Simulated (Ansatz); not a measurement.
# What is wrong with this input? (TeAs2)

The input below was meant for crystalline TeAs2, with PBEsol, plane waves and PAW in Ansatz.

```yaml
crystal:
  lattice:
    - [-3.556454, 3.556454, 2.940516]
    - [3.556454, -3.556454, 2.940516]
    - [3.556454, 3.556454, -2.940516]
  atoms:
    - { symbol: Te, position: [0.75, 0.25, 0.5] }
    - { symbol: Te, position: [0.0, 0.0, 0.0] }
    - { symbol: As, position: [0.375, 0.625, 0.25] }
    - { symbol: As, position: [0.375, 0.125, 0.75] }
    - { symbol: As, position: [0.375, 0.625, 0.75] }
    - { symbol: As, position: [0.875, 0.625, 0.25] }
basis:
  ecutwfc: 420
kpoints:
  mp_grid: { grid: [8, 8, 8] }
hamiltonian:
  xc: hse
scf:
  occupations: { method: gaussian, width: 0.1 }
output:
  forces: true
  stress: true
  eigenvalues: true
```

Command:

```bash
ansatz run input.yaml --threads 1 --pin off --max-ram 2560MiB --backend cpu --events-out ev --progress --plain --runs-dir out
```

Output, shortened:

```text
Error: YAML parse error: error: line 18 column 7: hamiltonian.xc: unknown variant `hse`, expected one of `lda`, `lda-pw`, `pw92`, `pbe`, `pbesol`, `rpbe`, `revpbe`, `blyp`, `pbe0`, `revpbe0`, `b3lyp`, `b3lyp5`, `hse06`, `wpbeh`, `hiss`, `lc_wpbe`, `cam_b3lyp`, `hf`, `r2scan`, `r2scanh`, `r2scan0`, `r2scan50`
  --> <input>:18:7
   |
16 |   mp_grid: { grid: [8, 8, 8] }
17 | hamiltonian:
18 |   xc: hse
   |       ^ hamiltonian.xc: unknown variant `hse`, expected one of `lda`, `lda-pw`, `pw92`, `pbe`, `pbesol`, `rpbe`, `revpbe`, `blyp`, `pbe0`, `revpbe0`, `b3lyp`, `b3lyp5`, `hse06`, `wpbeh`, `hiss`, `lc_wpbe`, `cam_b3lyp`, `hf`, `r2scan`, `r2scanh`, `r2scan0`, `r2scan50`
19 | scf:
20 |   occupations: { method: gaussian, width: 0.1 }
   |
```

**Question.** What is the cause?
A. Fixed occupations on a metal
B. A cutoff meant in rydberg typed as eV
C. No empty bands beside a smearing
D. A charge on a gapped cell under fixed occupations
E. A functional's name that the program doesn't know

**Answer.** E. The name isn't in the program's list. The cure is a listed name.

Mended input, as a difference:

```diff
 hamiltonian:
-  xc: hse
+  xc: pbesol
```

The mended run converges, with a pressure of -3.78 GPa, no gap.

The mended run took 21 s on 1 thread of Oxide Virtual Turin-like Processor (Zen 5) (shared host), peak memory 0.66 GiB.